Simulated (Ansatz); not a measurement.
Values for one crystal, relaxed and computed with DFT-PBEsol in the program Ansatz with PAW potentials; other levels are named.

| Property | Value |
|---|---|
| Volume per atom | 16.23 Å³ |
| Band gap | 6.35 eV (smallest direct gap 6.35 eV) |
| Pressure derivative B′ | 4.3 |
| Electron effective mass | 0.46 mₑ (isotropic) |
| HSE06 gap on the PBEsol cell | 7.96 eV |
| Poisson's ratio | 0.22 |
| Elastic constants (relaxed ions, GPa) | C11 = 63.3, C12 = 21.0, C44 = 25.5 |

**Question.** Pick the material that matches.
(A) LiH, rock salt
(B) CaSe, rock salt
(C) CsPbCl3, cubic perovskite
(D) LiCl, rock salt

**Answer.** D, LiCl, rock salt

Space group Fm-3m (rock salt). Symmetry was held in the PBEsol relaxation.

Potentials: the later of the program's two PAW sets.
